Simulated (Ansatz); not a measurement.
Relaxed Rh (fcc, Cu type):

```xyz
4
Lattice="3.8301 0.0000 0.0000 0.0000 3.8301 0.0000 0.0000 0.0000 3.8301" Properties=species:S:1:pos:R:3 pbc="T T T"
Rh     0.0000     0.0000     0.0000
Rh     1.9150     1.9150     0.0000
Rh     1.9150     0.0000     1.9150
Rh     0.0000     1.9150     1.9150
```

Two-dimensional scan of atom 1 (Rh, nearest neighbour Rh at 2.708 Å; its periodic images, 3.8 Å or more away, move with it): u runs along (1.000, 0.000, 0.000), v along (0.000, 0.000, 1.000) (Cartesian). Cell and other atoms are fixed.

Level of theory: PBE (plane waves to 420 eV, PAW, scalar-relativistic; Ansatz, an electronic-structure program). k mesh 10×10×10 (Γ-centred), Fermi-Dirac smearing 0.05 eV. Points where atoms come too close for the PAW data are left out (x in tables, blank in figures). With partly filled bands, energies and forces of such displacements shift with the k mesh and the smearing. Fu and Fv are the components of the force on the atom. Rh is run without spin polarisation. Rh was relaxed with its symmetry unable to fall. 

```json
[
 {"Fu (eV/Å)": "v = -0.410", "u = -0.410": "x", "u = -0.273": "___", "u = -0.137": "2.17", "u = 0.000": "0.00", "u = 0.137": "-2.17", "u = 0.273": "___", "u = 0.410": "x"},
 {"Fu (eV/Å)": "v = -0.273", "u = -0.410": "5.95", "u = -0.273": "3.72", "u = -0.137": "___", "u = 0.000": "0.00", "u = 0.137": "___", "u = 0.273": "-3.72", "u = 0.410": "-5.95"},
 {"Fu (eV/Å)": "v = -0.137", "u = -0.410": "5.24", "u = -0.273": "3.26", "u = -0.137": "1.56", "u = 0.000": "0.00", "u = 0.137": "-1.56", "u = 0.273": "-3.26", "u = 0.410": "-5.24"},
 {"Fu (eV/Å)": "v = 0.000", "u = -0.410": "5.02", "u = -0.273": "3.11", "u = -0.137": "1.49", "u = 0.000": "0.00", "u = 0.137": "-1.49", "u = 0.273": "-3.11", "u = 0.410": "-5.02"},
 {"Fu (eV/Å)": "v = 0.137", "u = -0.410": "5.24", "u = -0.273": "3.26", "u = -0.137": "1.56", "u = 0.000": "0.00", "u = 0.137": "-1.56", "u = 0.273": "-3.26", "u = 0.410": "-5.24"},
 {"Fu (eV/Å)": "v = 0.273", "u = -0.410": "5.95", "u = -0.273": "3.72", "u = -0.137": "___", "u = 0.000": "0.00", "u = 0.137": "___", "u = 0.273": "-3.72", "u = 0.410": "-5.95"},
 {"Fu (eV/Å)": "v = 0.410", "u = -0.410": "x", "u = -0.273": "___", "u = -0.137": "2.17", "u = 0.000": "0.00", "u = 0.137": "-2.17", "u = 0.273": "___", "u = 0.410": "x"}
]
```

**Question.** Some entries are withheld; supply them.

**Answer.** 
- v = -0.410, u = -0.273: 4.55
- v = -0.410, u = 0.273: -4.55
- v = -0.273, u = -0.137: 1.81
- v = -0.273, u = 0.137: -1.81
- v = 0.273, u = -0.137: 1.81
- v = 0.273, u = 0.137: -1.81
- v = 0.410, u = -0.273: 4.55
- v = 0.410, u = 0.273: -4.55

(For displaced atoms, the force is minus the slope of the energy, and its curvature is a force constant, which sets phonon frequencies.)
